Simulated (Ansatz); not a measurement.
**Energy against total moment in ZrV2**

The cell (6 atoms) is ZrV2 as an experimental structure (space group Fd-3m). Source: COD entry 1541084; it may be a high-temperature, high-pressure or metastable form.

```
V Zr
1.0
     0.00000    3.71500    3.71500
     3.71500    0.00000    3.71500
     3.71500    3.71500    0.00000
V Zr
4 2
Direct
  0.12500 0.12500 0.12500
  0.62500 0.12500 0.12500
  0.12500 0.12500 0.62500
  0.12500 0.62500 0.12500
  0.50000 0.50000 0.50000
  0.75000 0.75000 0.75000
```

Numbers behind element symbols give the atom's place in this list.

Computed with DFT, PBEsol, PAW, plane waves, scalar-relativistic (Ansatz development build ahead of 0.2.0).

* Plane-wave cutoff: 420 eV
* k-point mesh: 6×6×6 (Γ-centred)
* Occupations: Fermi–Dirac smearing, 0.1 eV
* Valence electrons: 76

Site moments are integrals over atomic spheres and don't add up to the total.

Each run fixes N↑ − N↓ and starts with that moment spread in parallel over the V atoms; no search for lower states follows. F is the free energy per cell, and F(lowest) that of the lowest run, the runs with a free moment included. A row is the solution that its start led to, not a proven minimum at that M. The run at M = 0 starts without moments and gives the spin-unpolarised solution; a state with cancelling moments wasn't tried, and may lie lower.

The run at M = 2.40 μB took 7.8 s on 2 threads of Arm Neoverse V1 (shared host), peak memory 0.46 GiB.

```tsv
fixed M (μB/cell)	F − F(lowest) (meV/cell)	moments of V1 V2 V3 V4 (μB)
0.00	0	0.00 0.00 0.00 0.00
0.60	3	0.09 0.09 0.09 0.09
1.20	11	0.18 0.18 0.18 0.18
1.80	?	?
2.40	50	0.35 0.35 0.35 0.35
3.00	?	?
3.60	159	0.52 0.52 0.52 0.52
4.20	267	0.63 0.63 0.63 0.63
4.80	413	0.75 0.75 0.75 0.75
```

Question: Fill in the row for M = 1.80 μB.

Answer: 26 meV; moments V1 0.26, V2 0.26, V3 0.26, V4 0.26 μB.

Question: Fill in the row for M = 3.00 μB.

Answer: 90 meV; moments V1 0.43, V2 0.43, V3 0.43, V4 0.43 μB.

With the constraint released: “parallel moments scaled by 0.1, free total moment [V1 0.20, V2 0.20, V3 0.20, V4 0.20 μB]” ends at 0.00 μB, 0 meV; “parallel moments, free total moment [V1 2.00, V2 2.00, V3 2.00, V4 2.00 μB]” ends at 0.00 μB, 0 meV.
